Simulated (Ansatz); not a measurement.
Problem. Name crystals whose computed values (DFT-PBEsol in the program Ansatz with PAW potentials) fall in these windows: G_Hill (GPa) 36 to 46; highest Γ mode, no LO–TO term (cm⁻¹) 240 to 290.

Solution. 

```csv
crystal,G_Hill (GPa),"highest Γ mode, no LO–TO term (cm⁻¹)"
"Al2Au, fluorite or antifluorite type",41.0,263
```
Others may fit too.

The cell was relaxed under the symmetry of its start. Scalar-relativistic: spin–orbit coupling is off unless named, which matters more the heavier the elements.

Potentials: the earlier of the program's two PAW sets.
